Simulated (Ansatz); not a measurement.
**Zn: course of a relaxation**

Computed with DFT PBEsol, scalar-relativistic, plane waves, PAW (Ansatz 0.2.0). (420 eV cutoff, 24×24×12 k-mesh, Gaussian smearing of 0.10 eV, no spin polarisation)

What was changed: uniaxial strain along c, with a, b and atoms relaxed: +3.0 %.

Command:

```bash
ansatz run input.yaml --threads 1 --pin off --max-ram 2560MiB --backend cpu --events-out ev --progress --plain --runs-dir out
```

Input:

```yaml
crystal:
  lattice:
    - [2.5732577423, 0.0, 0.0]
    - [-1.2866288712, 2.2285065753, 0.0]
    - [0.0, 0.0, 5.0415610217]
  atoms:
    - { symbol: Zn, position: [0.3333333336, 0.6666666664, 0.25] }
    - { symbol: Zn, position: [0.6666666664, 0.3333333336, 0.75] }
basis:
  ecutwfc: 420
kpoints:
  mp_grid: { grid: [24, 24, 12] }
hamiltonian:
  xc: pbesol
scf:
  occupations: { method: gaussian, width: 0.1 }
output:
  forces: true
  stress: true
  eigenvalues: true
  write_density: true
  write_potential: true
  elf: true
  volumetric_format: npy
relax:
  adjacent_minimum: "off"
  f_tol: 0.008
  max_steps: 40
  cell: { stress_tol: 0.015, fix: [c, angles] }
```

F is the free energy. Steps run on the plane waves of an earlier cell, but the last one, and at times one on the way, on a freshly chosen basis, so a repeated geometry can differ a little in energy. The held parts of the cell keep their stress, so P needn't end at zero.

Steps:

| step | F − F(1) (eV) | largest force component (eV/Å) | V (Å³/atom) | P (GPa) |
| --- | --- | --- | --- | --- |
| 1 | 0.0000 | 0.000 | 14.455 | -0.02 |
| 2 | -0.0006 | 0.000 | 14.519 | -0.49 |
| 3 | -0.0007 | 0.000 | 14.575 | -0.89 |
| 4 | -0.0008 | 0.000 | 14.575 | -0.89 |

Relaxed structure:

```cif
data_structure
_symmetry_space_group_name_H-M 'P 1'
_symmetry_Int_Tables_number 1
_cell_length_a 2.5839
_cell_length_b 2.5839
_cell_length_c 5.0416
_cell_angle_alpha 90.000
_cell_angle_beta 90.000
_cell_angle_gamma 120.000
_cell_volume 29.15
loop_
_atom_site_label
_atom_site_type_symbol
_atom_site_fract_x
_atom_site_fract_y
_atom_site_fract_z
_atom_site_occupancy
Zn1 Zn 0.33333 0.66667 0.25000 1
Zn2 Zn 0.66667 0.33333 0.75000 1
```

Symmetry: P6_3/mmc, No. 194, hexagonal system. The conventional cell has a = 2.584 Å, b = 2.584 Å, c = 5.042 Å, α = 90.00°, β = 90.00°, γ = 120.00°. Around Zn (site symmetry -6m2) lie 12 Zn at 2.58 to 2.93 Å.

The run converged. It took 120 s on 1 thread of Arm Neoverse V1 (shared host), peak memory 0.72 GiB.